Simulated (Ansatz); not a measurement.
A distorted cell of CoSn (CoSn type, space group P6/mmm):

```xyz
6
Lattice="5.2865 0.0000 0.0000 -2.6432 4.5782 0.0000 0.0000 0.0000 4.2274" Properties=species:S:1:pos:R:3 pbc="T T T"
Co     2.6432     0.0000     0.0000
Co     1.3216     2.2891     0.0000
Co    -1.3216     2.2891     0.0000
Sn     0.0000     0.0000     0.0000
Sn     0.0000     3.0521     2.1137
Sn     2.6432     1.5261     2.1137
```

All values below come from PBEsol (plane waves to 420 eV, PAW, scalar-relativistic; Ansatz, a program for electronic structure). k mesh 10×10×11 (Γ-centred), Fermi-Dirac smearing 0.05 eV. The energy includes the smearing's −TS. Compression counts positive. CoSn is run without spin polarisation. CoSn was relaxed with its symmetry unable to fall.

**Question.** Give the stress tensor in GPa and the pressure.

**Answer.** 
```
   -5.2      0.0      0.0
    0.0     -5.2      0.0
    0.0      0.0     -5.2
```
The pressure, a third of the trace, is -5.2 GPa.

**Question.** It is the relaxed cell scaled evenly to V/V₀ = 1.040, atoms relaxed where free. What is its energy relative to the relaxed cell?

**Answer.** 11 meV/atom.

(A scan under strain: stresses follow from slopes of the energy per volume, elastic moduli from its curvatures.)
